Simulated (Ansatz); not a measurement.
## Ge with vanadium replacing Ge: gradients before and after relaxing the atoms

Start: a supercell of Ge (diamond type, Fd-3m) built from a structure deposited in the COD, with all atoms left at the host's positions.

Space group F-43m (No. 216); a = 16.9735 Å.

| site | Wyckoff | site symmetry | x | y | z |
| --- | --- | --- | --- | --- | --- |
| V | 4a | -43m | 0.0000 | 0.0000 | 0.0000 |
| Ge2 | 48h | ..m | 0.1667 | 0.0000 | 0.1667 |
| Ge5 | 16e | .3m | 0.3333 | 0.8333 | 0.1667 |
| Ge9 | 16e | .3m | 0.6667 | 0.6667 | 0.3333 |
| Ge15 | 24f | 2.mm | 0.5000 | 0.6667 | 0.5000 |
| Ge28 | 16e | .3m | 0.0833 | 0.9167 | 0.0833 |
| Ge29 | 24g | 2.mm | 0.2500 | 0.9167 | 0.2500 |
| Ge33 | 48h | ..m | 0.5833 | 0.7500 | 0.4167 |
| Ge41 | 16e | .3m | 0.4167 | 0.5833 | 0.4167 |
| Ge54 | 4c | -43m | 0.7500 | 0.2500 | 0.7500 |

One atom of each set is listed; the run and its k-mesh use a cell of 54 atoms with edges of 12.00, 12.00, 12.00 Å.

Computed with Ansatz: DFT, PBE, plane waves and PAW, scalar-relativistic, 420 eV cutoff, Γ-centred 2×2×2 k-points, Fermi–Dirac smearing 0.01 eV, cell charge +1.

The largest force at the start is 0.29 eV/Å. Relaxing the ions at fixed cell moves them by 0.024 Å at most (atom 30, Ge) and 0.007 Å rms.

```tsv
site	moved (Å)	first shell before	first shell after	V_zz before (10²¹ V/m²)	η before
V	0.000	4 Ge at 2.45 Å	4 Ge at 2.43 Å	0.00	–
Ge2	0.002	4 Ge at 2.45 Å	4 Ge at 2.45–2.46 Å	1.86	0.12
Ge5	0.000	4 Ge at 2.45 Å	4 Ge at 2.45 Å	0.020	0.00
Ge9	0.001	4 Ge at 2.45 Å	4 Ge at 2.45 Å	-0.20	0.00
Ge15	0.002	4 Ge at 2.45 Å	4 Ge at 2.45 Å	-0.089	0.77
Ge28	0.024	1 V at 2.45 Å, 3 Ge at 2.45 Å	1 V at 2.43 Å, 3 Ge at 2.46 Å	-8.49	0.00
Ge29	0.002	4 Ge at 2.45 Å	4 Ge at 2.45 Å	1.28	0.30
Ge33	0.001	4 Ge at 2.45 Å	4 Ge at 2.45 Å	0.20	0.95
Ge41	0.001	4 Ge at 2.45 Å	4 Ge at 2.45 Å	-0.008	0.00
```

Question: How do the gradients change?

Answer: 

```tsv
site	V_zz after	η after	change of V_zz
V	0.00	–	0.00
Ge2	1.96	0.07	+0.10
Ge5	-0.021	0.00	-0.04
Ge9	-0.22	0.00	-0.02
Ge15	-0.15	0.80	-0.06
Ge28	-8.98	0.00	-0.49
Ge29	1.38	0.23	+0.10
Ge33	-0.27	0.87	–
Ge41	0.047	0.00	+0.05
```

The largest change of V_zz along a kept axis is on Ge28, from -8.49 to -8.98. In per cent, |V_zz| changes by +6 on Ge (all sites that start above 2). On Ge33 the largest principal value lies along another axis in the second run, so the two V_zz can't be compared directly. Other sites without a gradient aren't listed.

The run isn't spin-polarised, and a state with spin may lie lower. The defect repeats with the cell of 54 atoms, so it feels its images: sites between two images don't show the values beside a lone defect, and zeros or small values of η there can come from the images' arrangement. A uniform background compensates the cell's charge. The defect cell has no gap above 0.1 eV on its mesh, so the values can hang on the smearing and the k-mesh.
Before: The neighbours have not yet relaxed around the defect (largest force 0.29 eV/Å), so a real crystal will differ.
After: The relaxation keeps the site symmetry -43m of the start, so the impurity can't leave its site; a distortion that would localise the partly filled state isn't explored.
